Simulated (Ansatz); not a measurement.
Input and command of a plane-wave DFT calculation in Ansatz:

```yaml
crystal:
  lattice:
    - [2.95568, 0.0, 0.0]
    - [0.0, 2.95568, 0.0]
    - [0.0, 0.0, 3.809]
  atoms:
    - { symbol: Nb, position: [0.0, 0.0, 0.0] }
    - { symbol: Rh, position: [0.5, 0.5, 0.5] }
basis:
  ecutwfc: 500
kpoints:
  mp_grid: { grid: [16, 16, 12] }
hamiltonian:
  xc: r2scan
scf:
  occupations: { method: gaussian, width: 0.15 }
output:
  forces: true
  stress: true
  eigenvalues: true
```

```bash
ansatz run input.yaml --threads 1 --pin off --max-ram 2560MiB --backend cpu --events-out ev --progress --plain --runs-dir out
```

Processor: Arm Neoverse V1, 1 thread, on a host shared with other jobs.

Task: How long does it run, and how much memory does it take?

Result: About 26 s on 1 thread of Arm Neoverse V1 (shared host), peak memory 0.54 GiB. It solves 19 bands at 315 k points (the mesh reduced by symmetry) with about 845 plane waves, in 7 SCF iterations.
